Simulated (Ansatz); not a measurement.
Here is the system:

TiS$_{2}$:
```
CELL_PARAMETERS angstrom
      3.35072     0.00000     0.00000
     -1.67536     2.90181     0.00000
      0.00000     0.00000     5.63748
ATOMIC_POSITIONS crystal
  Ti 0.00000 0.00000 0.00000
  S  0.66667 0.33333 0.25272
  S  0.33333 0.66667 0.74728
```

This is the PBEsol-relaxed structure. x, y and z are the axes in which the lattice vectors are written.

Question: All from plane-wave PAW PBEsol (Ansatz code), unless another level is named. Predict the Hill bulk and shear moduli.

Answer: 34.6 and 28.2 GPa.

Question: Give the highest zone-centre frequency.

Answer: 11.30 THz.

Question: What about the elastic constants (relaxed ions, GPa)?

Answer: C11 = 140, C12 = 26.7, C13 = 7.5, C14 = 3.0, C33 = 30.9, C44 = 13.9.

Space group P-3m1 (CdI2 type). The PBEsol relaxation kept the symmetry of its start. The workflow began spin-polarised and lost its moments. A crystal of weakly bound layers computed without a dispersion correction: the cell and the soft elastic constants depend strongly on that. As this level gives no gap, shear constants depend on the k-mesh and smearing (Fermi–Dirac, 0.1 eV here). As this level gives no gap, phonon frequencies hold no LO–TO term and depend on the k-mesh and smearing (Fermi–Dirac, 0.1 eV here).

Potentials: the earlier of the program's two PAW sets. The files were generated under PBE; for other functionals the program regenerates the frozen cores, and for LDA and PBEsol the local potential too.
